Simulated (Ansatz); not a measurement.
SrNbO2F:
```yaml
crystal:
  lattice:
    - [4.09708, 0.00000, 0.00000]
    - [0.00000, 4.09708, 0.00000]
    - [0.00000, 0.00000, 4.21132]
  atoms:
    - { symbol: Sr, position: [0.50000, 0.50000, 0.50000] }
    - { symbol: Nb, position: [0.00000, 0.00000, 0.00000] }
    - { symbol: O, position: [0.50000, 0.00000, 0.00000] }
    - { symbol: O, position: [0.00000, 0.50000, 0.00000] }
    - { symbol: F, position: [0.00000, 0.00000, 0.50000] }
```
The run is spin-polarised; directions of the spins, atom by atom: 0 ↑ 0 0 0.

Relaxed with r²SCAN. Special points in fractions of this cell's reciprocal vectors: Γ (0.000, 0.000, 0.000); X (0.000, 0.500, 0.000); M (0.500, 0.500, 0.000); Z (0.000, 0.000, 0.500); R (0.000, 0.500, 0.500); A (0.500, 0.500, 0.500).

Q: List the band energies nearest the Fermi level at these points for DFT-r²SCAN in the program Ansatz with PAW potentials.

A: In eV from the Fermi level; about four levels below and three above (degenerate sets whole), none deeper than 8.9 eV; points with the same levels are listed once.

```tsv
k	below	above
Γ ↑	-2.19 -2.19 -1.56 -0.70	0.49 1.15 2.13
X ↑	-6.34 -6.22 -5.48 -1.93	0.39 0.89 1.26
M ↑	-8.53 -7.32 -7.32 -4.46	0.43 0.43 0.75
Z ↑	-5.02 -5.02 -1.28 -0.95 -0.95	1.55 2.03 2.62
R ↑	-6.14 -5.91 -5.53 -1.04	0.82 0.92 2.33
A ↑	-8.13 -6.32 -6.32 -4.40	0.97 0.97 1.20
Γ ↓	-0.78 -0.78 -0.74 -0.45	0.55 1.19 2.41
X ↓	-6.33 -6.14 -5.45 -0.38	1.36 1.66 1.70
M ↓	-8.44 -7.00 -7.00 -4.47	1.11 1.73 1.73
Z ↓	-6.19 -5.01 -5.01 -0.39	0.55 0.55 1.65
R ↓	-6.34 -6.05 -5.90 -5.50	0.35 1.67 2.15
A ↓	-7.98 -6.11 -6.11 -4.41	1.40 2.13 2.13
```

Space group P4/mmm. The start of the workflow was typed in or built on a structure type; neither database checked (COD, Materials Project) lists it. Whether it is the stable phase at ambient conditions was not checked. Symmetry was held in the r²SCAN relaxation; its stability against distortions is not shown here. The final state is ferromagnetic, the only order run, not a proven ground state. The cell computed holds one magnetic atom, so no antiferromagnetic order was within reach. Other orbital occupations within this spin state were not tried. No Hubbard U is applied. Scalar-relativistic: spin–orbit coupling is off unless named, which matters more the heavier the elements.

Potentials: the earlier of the program's two PAW sets. The files were generated under PBE; for other functionals the program regenerates the frozen cores, and for LDA and PBEsol the local potential too.
